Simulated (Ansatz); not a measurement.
Here is the system:

Ba3MgNb2O9:
```cif
data_Ba3MgNb2O9
_chemical_formula_sum 'Ba3 Mg1 Nb2 O9'
_space_group_name_H-M_alt 'P 1'
_space_group_IT_number 1
_cell_length_a 5.75046
_cell_length_b 5.75046
_cell_length_c 7.05903
_cell_angle_alpha 90.000
_cell_angle_beta 90.000
_cell_angle_gamma 120.000
loop_
_space_group_symop_operation_xyz
  'x, y, z'
loop_
_atom_site_label
_atom_site_type_symbol
_atom_site_fract_x
_atom_site_fract_y
_atom_site_fract_z
_atom_site_occupancy
Ba1 Ba 0.00000 0.00000 0.00000 1
Ba2 Ba 0.33333 0.66667 0.66647 1
Ba3 Ba 0.66667 0.33333 0.33353 1
Mg1 Mg 0.00000 0.00000 0.50000 1
Nb1 Nb 0.33333 0.66667 0.17842 1
Nb2 Nb 0.66667 0.33333 0.82158 1
O1 O 0.82880 0.17120 0.67423 1
O2 O 0.17120 0.82880 0.32577 1
O3 O 0.82880 0.65759 0.67423 1
O4 O 0.17120 0.34241 0.32577 1
O5 O 0.34241 0.17120 0.67423 1
O6 O 0.65759 0.82880 0.32577 1
O7 O 0.50000 0.00000 0.00000 1
O8 O 0.00000 0.50000 0.00000 1
O9 O 0.50000 0.50000 0.00000 1
```

This is the PBEsol-relaxed structure.

Question: All from plane-wave PAW PBEsol (Ansatz code), unless another level is named. Give the band gap.

Answer: 2.86 eV (indirect).

Question: Predict the conduction-band minimum.

Answer: at Γ.

Question: Give the valence-band maximum.

Answer: at A.

Space group P-3m1. The first step of the workflow began from a Materials Project structure, measured or hypothetical; the Crystallography Open Database files this formula in space group No. 164, but the cells were not matched. Whether it is the stable phase at ambient conditions was not checked. The cell was relaxed with PBEsol under the symmetry of its start; whether a distortion lowers the energy is not shown. No spin polarisation was allowed. Spin–orbit coupling is left out wherever it is not named.

Potentials: the later of the program's two PAW sets.
